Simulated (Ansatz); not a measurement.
Ansatz (an electronic-structure program) input:

Ansatz 0.2 input:
```yaml
crystal:
  lattice:
    - [6.7009841816, 0.0, 0.0]
    - [0.0, 8.7772492527, 0.0]
    - [-1.5708279831, 0.0, 6.776043218]
  atoms:
    - { symbol: Pt, position: [0.7652898532, 0.3719292783, 0.5025273557] }
    - { symbol: Pt, position: [0.2347101468, 0.6280707217, 0.4974726443] }
    - { symbol: Pt, position: [0.2347101468, 0.8719292783, 0.9974726443] }
    - { symbol: Pt, position: [0.7652898532, 0.1280707217, 0.0025273557] }
    - { symbol: I, position: [0.5438022275, 0.1722838396, 0.2638383953] }
    - { symbol: I, position: [0.4561977725, 0.8277161604, 0.7361616047] }
    - { symbol: I, position: [0.4561977725, 0.6722838396, 0.2361616047] }
    - { symbol: I, position: [0.5438022275, 0.3277161604, 0.7638383953] }
    - { symbol: I, position: [0.0154692224, 0.0795473217, 0.7721717497] }
    - { symbol: I, position: [0.9845307776, 0.9204526783, 0.2278282503] }
    - { symbol: I, position: [0.9845307776, 0.5795473217, 0.7278282503] }
    - { symbol: I, position: [0.0154692224, 0.4204526783, 0.2721717497] }
kpoints:
  mp_grid: { grid: [5, 3, 4] }
hamiltonian:
  xc: r2scan
  dispersion: d4
  pseudopotentials: { kind: paw }
scf:
  occupations: { method: fixed }
checkpoint: { read: static.run }
output: { write_density: true, elf: true, volumetric_format: npy }
basis: { fft_grid_basis: typed }
```

Output (shortened):

```
Pseudopotentials: kind: paw
Pseudopotential: Pt, paw, valence charge 18
Pseudopotential: I, paw, valence charge 17
Functional definition: r2SCAN
Crystal: 12 atoms, lattice volume = 398.541 Å³
Basis set: ecut = 500 eV, 10133 PW (Γ), exchange–correlation on 200×288×216 points (64 copies of the dense FFT grid, shifted against one another)
Bands: 125, of which v1, the nominal top of the filled ones, is band 104 counted from 1 (103 counted from 0)
Symmetry: 4 space group operations
Space group: P21/c (ITA 14), of the structure as read, at distance tolerance 7.4e-5 Å
k-points: 22 of 60
PAW frozen core: Pt, regenerated for the run's functional
PAW frozen core: I, regenerated for the run's functional
Initial density: read from a saved state, or passed on in memory by an earlier SCF of this step, an earlier step, the calling program or the single point that …
Stability of the state it starts from, as read at its close in the unpolarized treatment …
Initial wavefunctions: pseudopotential atomic-orbital guess
Eigensolver: davidson
Functional: x = r2scan, c = r2scan; τ floored in thin density (d = 2e-4 eV/Å³)
iter 1 solved again at ethr=1.60e-7 eV; its pass at ethr=3.10e-3 eV (dr2=3.33e-4 eV) is discarded
SCF iter   1: F=—  HF=-110375.533398 eV  |F-HF|=—  |Δ(HF+E_count)|=         —  Δρ=7.92e-7  dr2=2.14e-9  dr2_τ=3.17e-10  ethr=1.60e-7  ⟨swp⟩=4.0  Hψ=15515  notcnv=0  defer=418
all-band conjugate gradients solve this SCF's bands
preconditioner: auto → Resta (q_TF=auto, 2.448 Å⁻¹)
SCF iter   2: F=—  HF=-110375.533403 eV  |F-HF|=—  |Δ(HF+E_count)|=   5.36e-6  Δρ=6.00e-7  dr2=1.88e-9  dr2_τ=5.07e-10  ethr=1.03e-12  ⟨swp⟩=17.6  Hψ=18459  notcnv=0
SCF iter   3: F=-110375.533403 eV  HF=-110375.533403 eV  |F-HF|=3.78e-10  |Δ(HF+E_count)|=  3.64e-10  Δρ=3.13e-7  dr2=4.29e-10  dr2_τ=6.32e-11  ethr=1.00e-12  ⟨swp⟩=1.1  Hψ=6030  notcnv=0
SCF 1 converged in 3 iterations: F = -110375.533403 eV  dr2 = 4.29e-10
SCF converged after 3 iterations
Free energy (F): -110375.533403 eV
Harris-Foulkes:  -110375.533403 eV  (|F-HF|=3.78e-10)
Internal energy: -110375.533403 eV  (E = F + TS)
E sigma→0 (E₀):  -110375.533403 eV
Fermi energy:    7.594384 eV
--- Per-component energies (eV) ---
  E_band       = -4577.056278
  E_kinetic    = 4066.579296
  E_local      = -28211.528884  (includes V_loc(G=0)·N_el)
  E_nonlocal   = 85.134598
  E_hartree    = 13201.969076
  E_xc         = -1964.661977
  E_vxc        = -2464.209018  (∫ρ·V_xc dr)
  E_paw        = -76629.187273  (= ΣΔE_a)
  E_vpaw       = -4609.144180  (= ΣTr[D̂ρ^β])
  E_aug_tail   = 0.000384  (compensation charges beyond the density's cutoff)
  E_vtau       = 152.173687  (kinetic-family band-sum trace: ∫τ·v_τ [+ j·A + Jᵃ·Aᵃ] dr)
  E_ewald      = -20921.792020
  E_disp       = -1.705050  (pairwise vdW)
  E_core_change = -0.341554  (= ΣΔE_core)
  E_smearing   =  0.000000  (= −TS)
  E_closure    = 0.000000  (closes the sum)
  Σ components = -110375.533403   (vs F -110375.533403, Δ=0.00e0)
  [band-id]    e_kinetic+e_local+e_nonlocal+2·e_hartree+e_vxc+e_vpaw+e_augmentation_tail+e_vtau = -4577.055965   (vs E_band -4577.056278, Δ=3.14e-4)
--- Band table (eV; the first three rows and the last of 22) ---
  k-point 0: bands = ["-91.7460", "-91.7460", "-91.7459", "-91.7459", "-45.6938", "-45.6933", "-45.6922", "-45.6917", "-45.6426", "-45.6423", "-45.6420", "-45.6418", "-44.8926", "-44.8924", "-44.8924", "-44.8923", "-38.5005", "-38.5002", "-38.5001", "-38.5000", "-38.4945", "-38.4945", "-38.4904", "-38.4904", "-38.4016", "-38.4016", "-38.4013", "-38.4013", "-38.3960", "-38.3960", "-38.3956", "-38.3955", "-38.3412", "-38.3411", "-38.3410", "-38.3409", "-38.3137", "-38.3136", "-38.3131", "-38.3131", "-38.2775", "-38.2774", "-38.2760", "-38.2759", "-38.2595", "-38.2594", "-38.2590", "-38.2589", "-38.2078", "-38.2077", "-38.2077", "-38.2077", "-38.1802", "-38.1801", "-38.1799", "-38.1798", "-6.4145", "-5.7848", "-5.6522", "-5.2744", "-5.2536", "-5.1769", "-5.1314", "-5.1209", "1.6785", "1.9036", "2.1002", "2.6360", "2.6981", "2.8524", "2.9146", "3.1837", "3.4530", "3.5677", "3.6502", "3.7710", "3.9023", "4.2509", "4.2829", "4.5727", "4.6149", "4.9615", "5.2051", "5.2828", "5.4303", "5.5921", "5.6357", "6.0170", "6.1286", "6.1380", "6.1517", "6.1745", "6.3823", "6.4280", "6.5108", "6.5284", "6.6122", "6.6208", "6.7263", "6.8516", "7.0216", "7.0485", "7.3956", "7.4208", "9.3965", "9.7214", "9.8330", "9.8461", "10.9476", "11.4551", "12.2450", "12.5992", "12.6957", "13.0453", "14.2435", "14.3005", "14.4376", "14.4413", "14.7571", "15.1359", "15.2288", "15.5808", "15.9899", "16.0490", "16.2651"]
  k-point 1: bands = ["-91.7460", "-91.7460", "-91.7459", "-91.7459", "-45.6937", "-45.6934", "-45.6921", "-45.6918", "-45.6426", "-45.6424", "-45.6420", "-45.6418", "-44.8926", "-44.8925", "-44.8924", "-44.8923", "-38.5005", "-38.5003", "-38.5000", "-38.5000", "-38.4945", "-38.4945", "-38.4904", "-38.4904", "-38.4016", "-38.4015", "-38.4014", "-38.4013", "-38.3960", "-38.3959", "-38.3956", "-38.3956", "-38.3412", "-38.3411", "-38.3410", "-38.3409", "-38.3140", "-38.3139", "-38.3128", "-38.3128", "-38.2775", "-38.2775", "-38.2760", "-38.2759", "-38.2595", "-38.2593", "-38.2591", "-38.2590", "-38.2078", "-38.2078", "-38.2077", "-38.2077", "-38.1801", "-38.1801", "-38.1799", "-38.1798", "-6.3067", "-5.8188", "-5.5790", "-5.3522", "-5.2378", "-5.2316", "-5.2013", "-5.1506", "1.9071", "1.9337", "2.1584", "2.6307", "2.6955", "2.8636", "3.0013", "3.1210", "3.3276", "3.5415", "3.7008", "3.9066", "4.1002", "4.1068", "4.2976", "4.4838", "4.7083", "5.0526", "5.0581", "5.2371", "5.3123", "5.5363", "5.6120", "5.6595", "5.7646", "6.0221", "6.0892", "6.2935", "6.3619", "6.4653", "6.5794", "6.5982", "6.6678", "6.7912", "6.8742", "7.0257", "7.0328", "7.3023", "7.3323", "7.5229", "9.1775", "9.3994", "9.6694", "9.6834", "10.9893", "11.6823", "12.3146", "12.7321", "13.1681", "13.1827", "13.8050", "13.9016", "14.0625", "14.2295", "14.9368", "15.2711", "15.5057", "15.7238", "15.7817", "16.0925", "16.3093"]
  k-point 2: bands = ["-91.7460", "-91.7460", "-91.7459", "-91.7459", "-45.6936", "-45.6936", "-45.6920", "-45.6920", "-45.6425", "-45.6425", "-45.6419", "-45.6419", "-44.8925", "-44.8925", "-44.8923", "-44.8923", "-38.5004", "-38.5004", "-38.5000", "-38.5000", "-38.4945", "-38.4945", "-38.4904", "-38.4904", "-38.4015", "-38.4015", "-38.4014", "-38.4014", "-38.3958", "-38.3958", "-38.3958", "-38.3958", "-38.3411", "-38.3411", "-38.3409", "-38.3409", "-38.3141", "-38.3141", "-38.3126", "-38.3126", "-38.2775", "-38.2775", "-38.2759", "-38.2759", "-38.2593", "-38.2593", "-38.2591", "-38.2591", "-38.2078", "-38.2078", "-38.2077", "-38.2077", "-38.1800", "-38.1800", "-38.1800", "-38.1800", "-6.0388", "-6.0388", "-5.3965", "-5.3965", "-5.3434", "-5.3434", "-5.1942", "-5.1942", "1.9583", "1.9583", "2.5670", "2.5670", "2.7843", "2.7843", "3.0676", "3.0676", "3.4209", "3.4209", "3.7298", "3.7298", "4.1508", "4.1508", "4.5209", "4.5209", "4.8029", "4.8029", "4.9570", "4.9570", "5.3844", "5.3844", "5.4704", "5.4704", "5.8017", "5.8017", "6.1693", "6.1693", "6.4427", "6.4427", "6.6186", "6.6186", "6.9055", "6.9055", "7.0489", "7.0489", "7.2368", "7.2368", "7.5484", "7.5484", "8.9801", "8.9801", "9.5380", "9.5380", "11.3487", "11.3487", "12.3388", "12.3388", "13.8274", "13.8274", "13.8560", "13.8560", "14.3102", "14.3102", "14.7031", "14.7031", "15.3862", "15.3862", "16.1425", "16.1425", "16.3211"]
  k-point 21: bands = ["-91.7460", "-91.7460", "-91.7459", "-91.7459", "-45.6936", "-45.6934", "-45.6921", "-45.6920", "-45.6425", "-45.6424", "-45.6419", "-45.6418", "-44.8927", "-44.8926", "-44.8922", "-44.8922", "-38.5005", "-38.5004", "-38.5000", "-38.5000", "-38.4945", "-38.4945", "-38.4904", "-38.4904", "-38.4016", "-38.4015", "-38.4014", "-38.4013", "-38.3960", "-38.3959", "-38.3956", "-38.3956", "-38.3411", "-38.3411", "-38.3410", "-38.3409", "-38.3140", "-38.3139", "-38.3128", "-38.3128", "-38.2775", "-38.2775", "-38.2759", "-38.2759", "-38.2594", "-38.2594", "-38.2591", "-38.2590", "-38.2078", "-38.2078", "-38.2077", "-38.2077", "-38.1801", "-38.1801", "-38.1799", "-38.1799", "-6.0897", "-5.9283", "-5.5474", "-5.4017", "-5.2779", "-5.2539", "-5.2350", "-5.2003", "1.7353", "2.0062", "2.2872", "2.5722", "2.7907", "2.8456", "2.9821", "3.0373", "3.5738", "3.6139", "3.6923", "3.8282", "4.1031", "4.1775", "4.2768", "4.5263", "4.7930", "4.8133", "5.0315", "5.1968", "5.3664", "5.4616", "5.6515", "5.7405", "5.7939", "5.9850", "6.0192", "6.1511", "6.2772", "6.4033", "6.4796", "6.6103", "6.6923", "6.9101", "7.0316", "7.0958", "7.2275", "7.2928", "7.4349", "7.5228", "9.1693", "9.3050", "9.6135", "9.7101", "11.3150", "11.6806", "12.2234", "12.7713", "13.2093", "13.5572", "13.9850", "14.1304", "14.2163", "14.4946", "14.7454", "14.9050", "15.1958", "15.3246", "15.4085", "15.6995", "16.0459"]
  band table: 125 of 125 bands, residual norms ≤ 1.0e-3 eV
```

Cost: roughly 2.4 core-minutes on shared cores.

Space group P2_1/c. The first step of the workflow began from a Materials Project structure, measured or hypothetical; the Crystallography Open Database copy checked does not list it. Whether it is the stable phase at ambient conditions was not checked. Symmetry was held in the r²SCAN+D4 relaxation; its stability against distortions is not shown here. The run is not spin-polarised. Spin–orbit coupling is left out wherever it is not named.

Potentials: the later of the program's two PAW sets.

Ansatz is a plane-wave DFT program.
